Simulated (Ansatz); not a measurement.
Calculated field gradients at the nuclei for Li₄VO₄F

The cell is a Materials Project structure (computed, not necessarily an observed phase), atoms as given.

```cif
data_Li4VO4F
_symmetry_space_group_name_H-M 'P2_1'
_symmetry_Int_Tables_number 4
_cell_length_a 5.1334
_cell_length_b 9.4124
_cell_length_c 5.5487
_cell_angle_alpha 90.000
_cell_angle_beta 116.693
_cell_angle_gamma 90.000
loop_
_atom_site_label
_atom_site_type_symbol
_atom_site_symmetry_multiplicity
_atom_site_Wyckoff_symbol
_atom_site_fract_x
_atom_site_fract_y
_atom_site_fract_z
Li1 Li 2 a 0.5702 0.5225 0.8825
Li2 Li 2 a 0.3988 0.7513 0.5356
Li3 Li 2 a 0.1922 0.4959 0.3485
Li4 Li 2 a 0.2589 0.0422 0.5701
V V 2 a 0.8757 0.2180 0.1150
O11 O 2 a 0.6338 0.1458 0.8023
O12 O 2 a 0.7741 0.7007 0.8469
O13 O 2 a 0.1513 0.6129 0.6361
O14 O 2 a 0.1859 0.8950 0.8184
F F 2 a 0.5625 0.4275 0.5818
```

One atom of each set is listed.

The numbers come from a DFT calculation in Ansatz (PBE, plane waves and PAW, scalar-relativistic, 420 eV cutoff, Γ-centred 5×3×5 k-points, Fermi–Dirac smearing 0.02 eV).

Conventions: |V_zz| ≥ |V_yy| ≥ |V_xx|, η = (V_xx − V_yy)/V_zz, C_Q = eQV_zz/h.

⁷Li: I = 3/2, Q = -40.10 mb; ⁵¹V: I = 7/2, Q = -52.00 mb; ¹⁷O: I = 5/2, Q = -25.58 mb. Nuclear quadrupole moments: year-2017 set (Pyykkö).

```tsv
site	atoms	first shell	V_xx, V_yy, V_zz (10²¹ V/m²)	η	C_Q (MHz)
Li1	2	1 F at 1.88 Å, 3 O at 1.97–2.14 Å; also 1 O at 2.67 Å	0.022, 0.097, -0.12	0.62	0.116
Li2	2	1 F at 1.83 Å, 3 O at 1.98–2.06 Å; also 1 O at 2.65 Å	0.005, 0.14, -0.14	0.93	0.138
Li3	2	1 F at 1.87 Å, 3 O at 1.98–2.04 Å; also 2 O at 3.02–3.27 Å	0.034, 0.11, -0.15	0.54	0.145
Li4	2	1 F at 1.85 Å, 3 O at 2.01–2.10 Å; also 1 O at 2.69 Å	0.014, 0.10, -0.12	0.77	0.115
V	2	4 O at 1.72–1.77 Å; also 1 F at 3.31 Å	0.10, 2.49, -2.59	0.92	3.26
O11	2	1 V at 1.75 Å, 3 Li at 2.02–2.06 Å; also 1 Li at 2.67 Å	-0.39, -1.60, 1.99	0.61	-1.23
O12	2	1 V at 1.72 Å, 2 Li at 1.98–2.03 Å; also 3 Li at 2.69–3.27 Å	-0.13, -1.38, 1.52	0.82	-0.938
O13	2	1 V at 1.75 Å, 4 Li at 2.01–2.14 Å	-0.98, -1.27, 2.25	0.13	-1.39
O14	2	1 V at 1.77 Å, 3 Li at 1.97–2.10 Å; also 1 Li at 2.65 Å	-0.85, -1.60, 2.46	0.31	-1.52
F	2	4 Li at 1.83–1.88 Å; also 1 V at 3.31 Å	0.069, 1.16, -1.23	0.89	–
```

At O11, O13 and O14 V_zz points along its shortest bond, to V (within 4°) in each case.

F has no stable isotope with a ground-state quadrupole moment in the table, so no C_Q is given.

The largest force is 0.9 eV/Å, so the atoms aren't at the calculated equilibrium and relaxing them would move these values. With these PAW files V_zz is typically within 2 to 3 % of all-electron values, but misses above 10 % occur on Li. Where η is near 1 the sign of V_zz means little.

Hardware: 1 thread of AMD EPYC 9R45 96-Core Processor (Zen 5) (x86_64; 32 cores open to the job, memory cap 2.5 GiB, no GPU), a shared host with a load of 0.3 a core. Wall time 23 s, CPU time 23 s, peak memory 0.73 GiB.
